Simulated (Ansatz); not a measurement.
The start is a generated cell, TiC built in the AFLOW prototype AB_tI16_140_ab_h (B37, as in TlSe). The cell and all atomic positions are relaxed at zero pressure with r2SCAN (plane waves to 500 eV, PAW, scalar-relativistic; Ansatz, a quantum-chemistry and plane-wave program).

Ansatz input (later rounds restart from its end on a renewed k-mesh):
Ansatz 0.2 input:
```yaml
crystal:
  lattice:
    - [-2.8826453, 2.8826453, 2.5164811]
    - [2.8826453, -2.8826453, 2.5164811]
    - [2.8826453, 2.8826453, -2.5164811]
  atoms:
    - { symbol: C, position: [0.75, 0.75, 0] }
    - { symbol: C, position: [0.25, 0.25, 0] }
    - { symbol: C, position: [0.25, 0.75, 0.5] }
    - { symbol: C, position: [0.75, 0.25, 0.5] }
    - { symbol: Ti, position: [0.179, 0.679, 0.858] }
    - { symbol: Ti, position: [0.321, 0.179, 0.5] }
    - { symbol: Ti, position: [0.679, 0.821, 0.5] }
    - { symbol: Ti, position: [0.821, 0.321, 0.142] }
basis: { ecutwfc: 500, ecutrho_ratio: 4, xc_grid: 4, fft_grid_basis: typed }
kpoints: { mp_grid: { grid: [9, 9, 9] } }
hamiltonian:
  xc: r2scan
  dispersion: none
  pseudopotentials: { kind: paw }
scf: { occupations: { method: fermi_dirac, width: 0.05 } }
relax: { f_tol: 0.01, max_steps: 100, cell: { stress_tol: 0.02 } }
output: { forces: true, stress: true }
```

Q: What pressure does the first self-consistent step give?

A: +4.7 GPa (positive: the cell is compressed).

Q: Which atoms feel the largest initial force, and how large is it?

A: 1.10 eV/Å, on Ti5, Ti6, Ti7, Ti8 (atoms numbered as listed).

Q: By how much does the energy per atom fall from start to end?

A: 0.04 eV/atom.

Q: How does the volume per atom move from start to end?

A: -1.2 %, from 10.46 to 10.33 Å³/atom.

Q: How do the shortest distances between atoms change?

A: The closest pairs of elements (up to four, under 3.6 Å), start → end: C–Ti 1.93 → 1.99 Å; C–C 2.52 → 2.61 Å; Ti–Ti 2.77 → 2.79 Å.

Q: Write out the relaxed structure.

A: 
```cif
data_C8Ti8
_chemical_formula_sum 'C8 Ti8'
_space_group_name_H-M_alt 'I4/mcm'
_space_group_IT_number 140
_space_group_name_Hall '-I 4 2c'
_cell_length_a 5.62266
_cell_length_b 5.62266
_cell_length_c 5.22722
_cell_angle_alpha 90.000
_cell_angle_beta 90.000
_cell_angle_gamma 90.000
loop_
_atom_site_label
_atom_site_type_symbol
_atom_site_symmetry_multiplicity
_atom_site_Wyckoff_symbol
_atom_site_fract_x
_atom_site_fract_y
_atom_site_fract_z
_atom_site_occupancy
C1 C 4 a 0.00000 0.00000 0.25000 1
C2 C 4 b 0.00000 0.50000 0.25000 1
Ti1 Ti 8 h 0.18902 0.31098 0.00000 1
```
(The calculation used a cell of 8 atoms; values per cell refer to that cell.)

The space group stays I4/mcm (No. 140) (the run could not lower it); the end is AFLOW prototype AB_tI16_140_ab_h (B37, as in TlSe), with 8 atoms in the primitive cell. Final values are on a 12×12×12 k-mesh of the relaxed cell. No spin polarisation in the result.

The run could not lose the symmetry of its start, so the end can be a saddle point.

The relaxed structure here is a generated cell of TiC: the first start was made by placing the elements on the sites of a structure type, and the end was not matched to a known phase here, so it may be hypothetical. Known forms of TiC include space group No. 225.
